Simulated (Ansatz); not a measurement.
Method: DFT PBE, scalar-relativistic, plane waves, PAW (Ansatz 0.2.0). All cells share a 420 eV cutoff and Γ-centred k meshes spaced at most about 0.3 Å⁻¹ (about 0.25 or finer for metals, 2π included). No spin polarisation in the final relaxations.

All energies are static (0 K, no zero-point motion).

Two relaxed structures of La₂S:

A.

```
CELL_PARAMETERS angstrom
6.88964 0.00000 0.00000
0.00000 6.88964 0.00000
0.00000 0.00000 4.13620
ATOMIC_POSITIONS crystal
La 0.29187 0.29187 0.00000
La 0.20813 0.79187 0.50000
La 0.79187 0.20813 0.50000
La 0.70813 0.70813 0.00000
S 0.00000 0.00000 0.00000
S 0.50000 0.50000 0.50000
```

B.

```
CELL_PARAMETERS angstrom
-1.80532 1.80532 6.75380
1.80532 -1.80532 6.75380
1.80532 1.80532 -6.75380
ATOMIC_POSITIONS crystal
La 0.62719 0.62719 0.00000
La 0.37281 0.37281 0.00000
S 0.00000 0.00000 0.00000
```

Question: Which would you expect to be lower, and how large is the difference?

Answer: A is lower, by 219 meV/atom. A has the anti-rutile type, space group P4_2/mnm (No. 136), 32.7 Å³/atom and no gap on its mesh; B has space group I4/mmm (No. 139), 29.3 Å³/atom and no gap. Counting S atoms around La (those within 1.25 times the shortest such distance or 1.15 times the sum of covalent radii), A has La 3 and B has La 4. The lower one is the more open, so pressure narrows the difference. Both come from invented guesses.

A magnetic state wasn't ruled out in cells without spin, among them I4/mmm. Cells relaxed within their symmetry can be saddle points.
